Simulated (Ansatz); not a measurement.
Relaxed-ion elastic tensor of SiC in space group Pnma (No. 62; Si on 4c, C on 4c) in GPa (Voigt order), the program Ansatz at the PBEsol level (PAW); density 2.82 g/cm³, 11.79 Å³ per atom.

```
 170  79.5   167   0.0   0.0   0.0
79.5   416   104   0.0   0.0   0.0
 167   104   354   0.0   0.0   0.0
 0.0   0.0   0.0   130   0.0   0.0
 0.0   0.0   0.0   0.0   147   0.0
 0.0   0.0   0.0   0.0   0.0  87.3
```

Q: Is the crystal mechanically stable?

A: Yes: the smallest eigenvalue of C is 70.5 GPa.

Q: Work out the Voigt, Reuss and Hill averages.

A: K_V = 182, K_R = 151, K_H = 167; G_V = 112, G_R = 83.3, G_H = 97.7 GPa.

Q: Give Young's modulus, Poisson's ratio, Pugh's ratio and the universal anisotropy index.

A: E = 9KG/(3K + G) = 245 GPa; ν = 0.25; K/G = 1.71 (near the Pugh limit of 1.75, no verdict); A_U = 5G_V/G_R + K_V/K_R − 6 = 1.94.

Q: Estimate the sound speeds and the Debye temperature.

A: v_l = √((K + 4G/3)/ρ) = 10300 m/s, v_t = √(G/ρ) = 5880 m/s, mean 6530 m/s; Θ = (h/k)(3n/4πV)^(1/3) v_m = 855 K.

Q: Solve the Christoffel equation for the three sound speeds along x, y, z.

A: Eigenvalues of C_ijkl n_j n_l equal ρv². In km/s, slowest first: x 5.56, 7.20, 7.76; y 5.56, 6.79, 12.14; z 6.79, 7.20, 11.19.

Q: How much does each axis shrink under pressure?

A: Linear compressibilities β_i = Σ_j S_ij (j = 1 to 3): x 5.3, y 1.4, z -0.10 per TPa.

The start of the workflow was typed in or built on a structure type; neither database checked (COD, Materials Project) lists it. It is not the phase usual at ambient conditions (space group No. 186, 216). The cell was relaxed with PBEsol under the symmetry of its start; phonons on a q-mesh show no instability.

Potentials: the later of the program's two PAW sets.
